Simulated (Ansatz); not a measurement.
CdF2:
```cif
data_CdF2
_chemical_formula_sum 'Cd1 F2'
_space_group_name_H-M_alt 'P 1'
_space_group_IT_number 1
_cell_length_a 3.83085
_cell_length_b 3.83085
_cell_length_c 3.83085
_cell_angle_alpha 60.000
_cell_angle_beta 60.000
_cell_angle_gamma 60.000
loop_
_space_group_symop_operation_xyz
  'x, y, z'
loop_
_atom_site_label
_atom_site_type_symbol
_atom_site_fract_x
_atom_site_fract_y
_atom_site_fract_z
_atom_site_occupancy
Cd1 Cd 0.00000 0.00000 0.00000 1
F1 F 0.25000 0.25000 0.25000 1
F2 F 0.75000 0.75000 0.75000 1
```

This is the HSE06-relaxed structure.

**Question.** All from the program Ansatz at the HSE06 level (PAW), unless another level is named. Give the smallest direct gap on the standard path.

**Answer.** 5.75 eV.

**Question.** Predict the band gap.

**Answer.** 5.14 eV (indirect).

**Question.** Next, the valence-band maximum?

**Answer.** at W.

**Question.** Predict the conduction-band minimum.

**Answer.** at Γ.

Space group Fm-3m (fluorite). The cell was relaxed with HSE06 under the symmetry of its start. The hybrid was solved on a coarse mesh, the path and, where they were found, the r²SCAN edge points; its band edges are the extreme levels among these. Scalar-relativistic: spin–orbit coupling is off unless named, which matters more the heavier the elements.

Potentials: the later of the program's two PAW sets.
